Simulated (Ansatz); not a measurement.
Data:

CaTiO₃:
```cif
data_Ca6O18Ti6
_chemical_formula_sum 'Ca6 Ti6 O18'
_space_group_name_H-M_alt 'R3c :H'
_space_group_IT_number 161
_space_group_name_Hall 'R 3 -2"c'
_cell_length_a 5.39927
_cell_length_b 5.39927
_cell_length_c 13.32697
_cell_angle_alpha 90.000
_cell_angle_beta 90.000
_cell_angle_gamma 120.000
loop_
_atom_site_label
_atom_site_type_symbol
_atom_site_symmetry_multiplicity
_atom_site_Wyckoff_symbol
_atom_site_fract_x
_atom_site_fract_y
_atom_site_fract_z
_atom_site_occupancy
Ca1 Ca 6 a 0.00000 0.00000 0.27606 1
Ti1 Ti 6 a 0.00000 0.00000 0.01620 1
O1 O 18 b 0.09695 0.33742 0.08601 1
```
(The calculation used a cell of 10 atoms; values per cell refer to that cell.)

This is the PBEsol-relaxed structure.

All from DFT-PBEsol in the program Ansatz with PAW potentials, unless another level is named. Give the highest zone-centre frequency (without LO–TO term).

24.43 THz.

And the vibrational entropy at 300 K?

19.1 J/(K·mol of atoms).

Predict the Poisson's ratio.

0.28.

The start of the workflow was typed in or built on a structure type; neither database checked (COD, Materials Project) lists it. COD files the formula under space group No. 11, 62, 65, 140, 221, so this cell is another polymorph or a model. Its standing as an ambient phase is unchecked. Symmetry was held in the PBEsol relaxation; phonons on a q-mesh show no instability. The workflow began spin-polarised and lost its moments.

Potentials: the later of the program's two PAW sets.
